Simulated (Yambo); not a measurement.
**Excitons in Cu2SO4 monolayer**

```
Cu2SO4
1.0
    4.48465     0.00000     0.00000
   -2.24232     5.28938     0.00000
    0.00000     0.00000    14.80000
O S Cu
4 1 2
Direct
  0.10911   0.84042   0.94001
  0.89089   0.15958   0.94001
  0.26868   0.15958   0.05999
  0.73132   0.84042   0.05999
  0.00000   0.00000   0.00000
  0.50000   0.50000   0.04691
  0.00000   0.50000   0.95309
```

The layer was cut from Materials Project entry mp-28491 and relaxed with PBEsol in a cell 14.8 Å high, with the Coulomb interaction truncated along z.

BSE in Yambo on PBEsol (Quantum ESPRESSO, PseudoDojo norm-conserving, 92 Ry, without SOC) bands: 6×6×1 mesh, 18 valence and 13 conduction bands, static screening with 103 bands and a 3 Ry block, scissor 3.18 eV, Tamm-Dancoff, stochastic integration of W near q = 0; field along x.

```json
[
 {"state": "1", "energy (eV)": "3.05", "states within 2 meV": "1", "relative strength": "0.42", "class": "strong", "main transitions": "several band pairs"},
 {"state": "2", "energy (eV)": "3.07", "states within 2 meV": "1", "relative strength": "< 0.01", "class": "dark", "main transitions": "several band pairs"},
 {"state": "3", "energy (eV)": "3.13", "states within 2 meV": "1", "relative strength": "< 0.01", "class": "dark", "main transitions": "several band pairs"},
 {"state": "4", "energy (eV)": "3.24", "states within 2 meV": "1", "relative strength": "0.01", "class": "weak", "main transitions": "several band pairs"},
 {"state": "5", "energy (eV)": "3.31", "states within 2 meV": "1", "relative strength": "< 0.01", "class": "dark", "main transitions": "several band pairs"},
 {"state": "6", "energy (eV)": "3.36", "states within 2 meV": "1", "relative strength": "< 0.01", "class": "dark", "main transitions": "several band pairs"}
]
```

These are vertical excitations (zero momentum); the indirect quasiparticle gap, about 5.24 eV, is smaller than the direct one (5.65 eV on the GW mesh). The direct quasiparticle gap on this mesh is 5.65 eV; counted from there, state 1 is bound by 2.59 eV. Convergence with the mesh was not shown.

Spin singlets only. Strengths are relative to the strongest of the lowest states of this run; strong means a line over 3 % of the spectrum's maximum, dark under 0.03 %. Absolute energies carry the error of the G0W0 scissor, whose convergence isn't established.

The 3d shell has no Hubbard U; the runs are without spin polarisation, and magnetic order was not tried.

This is a model layer cut from the bulk structure; whether it is stable on its own was not checked.

With a shallow 3d shell G0W0 needs far more bands and larger blocks than here, so the scissor is uncertain by tenths of an eV or more.
